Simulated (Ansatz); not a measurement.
A geometry of Mg away from equilibrium: the start of the relaxation of a relaxed Mg cell, doubled along one cell vector, shaken by Gaussian noise of σ = 0.08 Å a coordinate. Method: PBEsol (plane waves to 420 eV, PAW, scalar-relativistic; Ansatz, a first-principles code). Γ-centred k-mesh 7×4×7 on the run's cell (coarser than for final values), Fermi–Dirac smearing 0.05 eV.

```xyz
8
Lattice="2.5602 -4.6548 0.0000 5.1203 9.3096 0.0000 0.0000 0.0000 5.0483" Properties=species:S:1:pos:R:3:forces:R:3 pbc="T T T" free_energy=-15293.082 pressure_GPa=0.4
Mg     2.5618    -0.0438     2.5354    0.0889   -0.2193    0.0174
Mg     5.1862     4.6058     2.5790   -0.2270    0.3473    0.0048
Mg     2.5993    -3.1246     2.4721    0.0130    0.1939    0.1564
Mg     4.9141     1.7371     2.5781    1.3968   -0.9674    0.0853
Mg     2.6987     2.9771     2.5135   -1.3153    0.6750    0.1196
Mg     5.1169     7.6219     2.5254    0.0372   -0.0635    0.0546
Mg     0.0069    -0.0679     0.0318   -0.0089   -0.0274   -0.2345
Mg     5.1174    -0.0117     0.0791    0.0153    0.0614   -0.2036
```

Positions in Å, forces in eV/Å, free energy of the cell in eV (comparable only within this code, potentials and settings). Largest force: 1.70 eV/Å, on Mg4 (atoms numbered as listed); the geometry lies 0.41 eV/atom above the end of its relaxation.

No spin polarisation in the result.

The end of the path is a generated cell of Mg: the first start was made by a random draw of sites in a space group, and the end was not matched to a known phase here, so it may be hypothetical. Known forms of Mg include space group No. 194.
